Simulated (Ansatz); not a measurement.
Relaxed TiB2 (AlB2 type, space group P6/mmm):

```yaml
crystal:
  lattice:
    - [6.04976, 0.00000, 0.00000]
    - [-1.51244, 2.61962, 0.00000]
    - [3.02488, 0.00000, 3.22383]
  atoms:
    - { symbol: Ti, position: [0.00000, 0.00000, 0.00000] }
    - { symbol: Ti, position: [0.50000, 0.00000, 0.00000] }
    - { symbol: B, position: [0.91667, 0.66667, 0.50000] }
    - { symbol: B, position: [0.41667, 0.66667, 0.50000] }
    - { symbol: B, position: [0.08333, 0.33333, 0.50000] }
    - { symbol: B, position: [0.58333, 0.33333, 0.50000] }
```

A phonon eigenvector at L = (0.5, 0.0, 0.5) is frozen into this cell: atom i moves by Q times the vector below, so Q is the largest atomic displacement, in Å. The cell is held. (q is in reciprocal vectors of the primitive cell; the cell shown is doubled to hold the pattern.)

| atom | x | y | z |
|---|---|---|---|
| B3 | 0.000 | 0.000 | -1.000 |
| B4 | 0.000 | 0.000 | 1.000 |
| B5 | 0.000 | 0.000 | 1.000 |
| B6 | 0.000 | 0.000 | -1.000 |

Atoms not listed stay in place.

All values below come from r2SCAN (plane waves to 500 eV, PAW, scalar-relativistic; Ansatz, a quantum-chemistry and plane-wave program). k mesh 18×18×18 (Γ-centred), Fermi-Dirac smearing 0.05 eV. Energies are smeared free energies. With partly filled bands, energies and forces of such displacements shift with the k mesh and the smearing. The PAW data are Ansatz's earlier set. TiB2 is run without spin polarisation. TiB2 was relaxed with its symmetry unable to fall. ΔE is measured from the undisplaced structure. The last digit holds for this mesh only.

| Q (Å) | ΔE (meV/cell) |
|---|---|
| -0.180 | 957.4 |
| -0.150 | withheld |
| -0.120 | 423.2 |
| -0.090 | 237.6 |
| -0.060 | 105.4 |
| -0.030 | 26.3 |
| 0.000 | 0.0 |
| 0.030 | 26.3 |
| 0.060 | 105.4 |
| 0.090 | 237.6 |
| 0.120 | 423.2 |
| 0.150 | withheld |
| 0.180 | 957.4 |

Task: Fit an even polynomial form (powers 2, 4) to the given rows and predict ΔE at Q = 0.150.

Result: Least squares on the 11 given rows: ΔE = (29260)·Q² + (8969)·Q⁴, in meV/cell with Q in Å; root-mean-square residual 0.03 meV/cell. At 0.150 the fit gives 662.9 meV/cell; the calculation gives 662.9 meV/cell, the same to the digits shown. The quadratic term alone would give 658.4 meV/cell.

(A displaced cell: forces are minus the slopes of the energy, force constants its curvatures, and phonons follow from these.)
